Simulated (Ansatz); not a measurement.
One crystal and one scan (energy over volume and axial ratio) at two levels, PBE (plane waves to 420 eV, PAW, scalar-relativistic; Ansatz, a quantum-chemistry and plane-wave program) and r2SCAN (plane waves to 500 eV, PAW, scalar-relativistic; Ansatz), each from its own relaxed cell and on its own mesh. The cell shown is that of PBE.

KBr (rock salt)

```
KBr
1.0
    0.00000     3.35261     3.35261
    3.35261     0.00000     3.35261
    3.35261     3.35261     0.00000
Br K
1 1
Direct
  0.00000   0.00000   0.00000
  0.50000   0.50000   0.50000
```

Grid over V/V₀ and (c/a)/(c/a)₀, subscript 0 meaning the relaxed cell; the conventional c axis lies along z; no internal relaxation.

E stands for the smeared free energy. KBr was relaxed with its symmetry unable to fall. Percentages come from the unrounded values.

```
quantity                                                       PBE  r2SCAN     PBE − r2SCAN
-----------------------------------------------------------  -----  ------  ---------------
Lattice constant a (Å)                                       6.705   6.609  +0.096 (+1.5 %)
Band gap of the relaxed cell, no spin-orbit coupling (eV)     4.31    5.07    -0.76 (-15 %)
Shear modulus C′ = (C11 − C12)/2 (fit, atoms clamped) (GPa)   12.6    17.0     -4.4 (-26 %)
```

PBE gives the higher value for: lattice constant a. PBE gives the lower value for: band gap of the relaxed cell, no spin-orbit coupling; shear modulus C′. Neither level is exact: the differences show how much the result hangs on the functional.

(Under strain, the slope of the energy per volume gives the stress and its curvature an elastic modulus.)
